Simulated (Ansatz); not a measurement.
YPb3 (AuCu3-type structure)

The computed numbers are results of PBEsol, scalar-relativistic (no spin polarisation) in the plane-wave PAW code Ansatz at 420 eV, 6×6×6 k-mesh, Gaussian smearing of 0.05 eV. The datasets are Ansatz's generated set soft_2.

```xyz
4
Lattice="4.8069 0.0000 0.0000 0.0000 4.8069 0.0000 0.0000 0.0000 4.8069" Properties=species:S:1:pos:R:3 pbc="T T T"
Y     0.0000    0.0000    0.0000
Pb    0.0000    2.4034    2.4034
Pb    2.4034    2.4034    0.0000
Pb    2.4034    0.0000    2.4034
```

The start was a prototype's sites filled with these elements; the Crystallography Open Database holds the compound in this structure.

The cell is relaxed to zero pressure at this level.

The cell has space group Pm-3m (read at 0.01 Å). In it the stress is 0.00, 0.00, 0.00, 0.00, 0.00, 0.00 GPa and the largest force component 0.000 eV/Å. Each change below starts from this cell, without further relaxation. Stress is in GPa, positive in compression, in the order xx, yy, zz, yz, xz, xy; energies are counted from the cell above and are free energies with the smearing's entropy, which match forces and stress in a metal.

Task: One atom was moved along a Cartesian axis, and these forces appeared. Which atom, and about how far?
```tsv
atom	Fx (eV/Å)	Fy	Fz
Y1	0.000	-0.017	0.000
Pb2	0.000	0.134	0.000
Pb3	0.000	0.134	0.000
Pb4	0.000	-0.251	0.000
```

Result: Atom 4 (Pb) is moved by 0.08 Å along y; the energy changes by 10.0 meV per cell.

Task: A single strain component, atoms carried along, gave the stress 0.00, 0.02, 0.00, 0.00, -0.19, 0.00. Which component, and about how large?

Result: An engineering strain of 1 % in xz; the energy changes by 0.7 meV per cell.

Spin–orbit coupling, which matters for such heavy elements, is left out.
